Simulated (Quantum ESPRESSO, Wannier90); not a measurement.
## Sr2MgH6 (P-3m1), plane waves to Wannier functions

```xyz
9
Lattice="5.4754 0.0000 0.0000 -2.7377 4.7419 0.0000 0.0000 0.0000 4.1885" Properties=species:S:1:pos:R:3 pbc="T T T"
Sr    -2.7377     1.5806     1.1038
Sr     2.7377    -1.5806    -1.1038
Mg     0.0000     0.0000     0.0000
H      0.0000    -1.6743    -0.9832
H      0.0000     1.6743     0.9832
H      1.4500     0.8371    -0.9832
H     -1.4500    -0.8371     0.9832
H     -1.4500     0.8371    -0.9832
H      1.4500    -0.8371     0.9832
```

Cell from Materials Project (mp-644225), symmetrised, no further relaxation. Not found in the COD (Crystallography Open Database) copy used; not checked further. Computed values, not measurements, from PBEsol: Quantum ESPRESSO (norm-conserving PseudoDojo potentials, cutoff 68 Ry, spinors with spin-orbit coupling) on a Γ-centred 4×4×6 mesh, then Wannier90. Density: 12×12×8 mesh, cold smearing 0.01 Ry.

Bands 25-36 form an isolated set from -6.23 to 0.00 eV relative to the valence-band maximum (on the path) and are turned into 12 Wannier functions by minimising the spread from the start: atomic waves H 1s.

Where do the functions sit, how wide are they and what are they made of?


```csv
functions,spread (Å²),"nearest atom, distance (Å)","second atom, distance (Å)",weight on atomic waves
12,1.79,H 0.05,Mg 1.91,"H 1s 80 %, Sr 5s 7 %, Mg 3s 5 %"
```

Ω_I = 21.20 Å², Ω_total = 21.46 Å²; the interpolated bands follow pw.x to 3.3 meV rms on the path. It is the lowest total spread that any start reached here.
